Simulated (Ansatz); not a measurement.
ZrNi2:
```xyz
6
Lattice="0.0000 3.4567 3.4567 3.4567 0.0000 3.4567 3.4567 3.4567 0.0000" Properties=species:S:1:pos:R:3 pbc="T T T"
Zr     3.4567     3.4567     3.4567
Zr     5.1851     5.1851     5.1851
Ni     0.8642     0.8642     0.8642
Ni     0.8642     2.5925     2.5925
Ni     2.5925     2.5925     0.8642
Ni     2.5925     0.8642     2.5925
```

Relaxed with r²SCAN.

**Question.** Map the electron localisation function on the plane through (0.500, 0.500, 0.500) spanned by u = [1, 0, 0] and v = [-1, 1, 1] in lattice vectors, from r²SCAN in the plane-wave PAW code Ansatz.

**Answer.** x is the fraction of u, y of v (the angle between them is 90°; rows are the nearest grid lines); atoms in the plane: Zr at (0.00, 0.00), Zr at (0.50, 0.25), Ni at (0.25, 0.62), Ni at (0.75, 0.62).
```
y \ x   0.000  0.0833  0.167  0.292  0.375  0.458  0.542  0.625  0.708  0.833  0.917   1.00
------  -----  ------  -----  -----  -----  -----  -----  -----  -----  -----  -----  -----
1.00    0.030   0.675  0.683  0.229  0.448  0.427  0.427  0.448  0.229  0.683  0.675  0.030
0.914   0.811   0.769  0.278  0.310  0.365  0.313  0.313  0.365  0.310  0.278  0.769  0.811
0.857   0.350   0.212  0.139  0.372  0.335  0.281  0.281  0.335  0.372  0.140  0.211  0.350
0.771   0.376   0.329  0.229  0.190  0.260  0.335  0.335  0.259  0.190  0.229  0.329  0.376
0.686   0.335   0.175  0.306  0.394  0.229  0.218  0.218  0.229  0.394  0.306  0.175  0.335
0.629   0.279   0.190  0.435  0.631  0.281  0.201  0.202  0.281  0.631  0.434  0.189  0.279
0.543   0.314   0.178  0.246  0.312  0.195  0.285  0.285  0.195  0.312  0.246  0.178  0.314
0.457   0.315   0.328  0.287  0.262  0.295  0.267  0.267  0.294  0.262  0.287  0.328  0.315
0.371   0.281   0.304  0.368  0.151  0.238  0.601  0.599  0.241  0.151  0.368  0.304  0.281
0.314   0.336   0.366  0.384  0.160  0.734  0.764  0.766  0.733  0.158  0.384  0.366  0.336
0.229   0.376   0.407  0.370  0.275  0.815  0.320  0.308  0.816  0.274  0.369  0.407  0.376
0.143   0.350   0.221  0.110  0.095  0.412  0.746  0.745  0.414  0.096  0.110  0.221  0.350
0.0857  0.811   0.788  0.314  0.144  0.134  0.157  0.157  0.135  0.144  0.314  0.788  0.811
0.000   0.030   0.675  0.683  0.229  0.448  0.427  0.427  0.448  0.229  0.683  0.675  0.030
```

The density is the valence pseudo-density with augmentation charge, so density and ELF within about 1 Å of a nucleus are not all-electron values.

Space group Fd-3m (cubic Laves (MgCu2 type)). The workflow started from an entry of the Crystallography Open Database (COD). Whether it is the stable phase at ambient conditions was not checked. The r²SCAN relaxation kept the symmetry of its start; its stability against distortions is not shown here. The workflow began spin-polarised and lost its moments.

Potentials: the later of the program's two PAW sets.
